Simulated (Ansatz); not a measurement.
Input and command of a plane-wave DFT calculation in Ansatz:

```yaml
crystal:
  lattice:
    - [3.8731329585, 0.0, 0.0]
    - [-1.9365664792, 3.3542315343, 0.0]
    - [0.0, 0.0, 4.7956043718]
  atoms:
    - { symbol: Co, position: [0.6666666667, 0.3333333333, 0.2422894052], spin: 0.86 }
    - { symbol: Co, position: [0.6666666667, 0.3333333333, 0.7577105948], spin: 0.86 }
    - { symbol: Co, position: [0.0, 0.0, 0.5], spin: 0.44 }
    - { symbol: Ge, position: [0.0, 0.0, 0.0] }
    - { symbol: Ge, position: [0.3333333333, 0.6666666667, 0.5] }
basis:
  ecutwfc: 420
kpoints:
  mp_grid: { grid: [12, 12, 8] }
hamiltonian:
  xc: pbesol
scf:
  occupations: { method: gaussian, width: 0.15 }
output:
  forces: true
  stress: true
  eigenvalues: true
  populations: true
  write_density: true
  write_potential: true
  elf: true
  volumetric_format: npy
magnetization:
  spin_polarized: true
```

```bash
ansatz run input.yaml --threads 2 --pin off --max-ram 5120MiB --backend cpu --events-out ev --progress --plain --runs-dir out
```

Processor: Intel(R) Xeon(R) Platinum 8259CL CPU @ 2.50GHz (Skylake/Cascade Lake), 2 threads, on a host shared with other jobs.

How long does it run, and how much memory does it take?

About 64 s on 2 threads of Intel(R) Xeon(R) Platinum 8259CL CPU @ 2.50GHz (Skylake/Cascade Lake) (shared host), peak memory 0.74 GiB. It solves 49 bands at 95 k points (the mesh reduced by symmetry) with about 1241 plane waves, in 18 SCF iterations.
